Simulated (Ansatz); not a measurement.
Computed with DFT PBE, scalar-relativistic, plane waves, PAW (Ansatz). All cells share a 420 eV cutoff and Γ-centred k meshes spaced about 0.3 Å⁻¹ or finer (0.25 for metals, 2π included). No spin polarisation.

This relaxed La₂SnO₄ cell comes from a structure search over trial cells.

```cif
data_structure
_symmetry_space_group_name_H-M 'I4mm'
_symmetry_Int_Tables_number 107
_cell_length_a 4.0922
_cell_length_b 4.0922
_cell_length_c 14.5781
_cell_angle_alpha 90.000
_cell_angle_beta 90.000
_cell_angle_gamma 90.000
_cell_volume 244.13
loop_
_atom_site_label
_atom_site_type_symbol
_atom_site_symmetry_multiplicity
_atom_site_Wyckoff_symbol
_atom_site_fract_x
_atom_site_fract_y
_atom_site_fract_z
_atom_site_occupancy
La1 La 2 a 0.00000 0.00000 0.36492 1
La2 La 2 a 0.50000 0.50000 0.19182 1
Sn1 Sn 2 a 0.00000 0.00000 0.03000 1
O1 O 4 b 0.00000 0.50000 0.47112 1
O2 O 4 b 0.50000 0.00000 0.26551 1
```

Task: Is it a true minimum?

Result: As far as tested, yes. The phonons at Γ show no imaginary mode. After random moves of the atoms it relaxes back. Other q points weren't tested. The optical modes at Γ run from 79 to 473 cm⁻¹ without the long-range field that lifts LO modes in polar insulators. La on its first site is surrounded by 8 O at 2.51–2.57 Å and 4 Sn at 3.76 Å; La on its second site has 4 O at 2.31 Å and 4 Sn at 3.73 Å; Sn has 4 O at 2.22 Å and 8 La at 3.73–3.76 Å; O on its first site has 2 Sn at 2.22 Å, 2 La at 2.57 Å and 5 O at 2.89–3.00 Å; 1 more site not described.

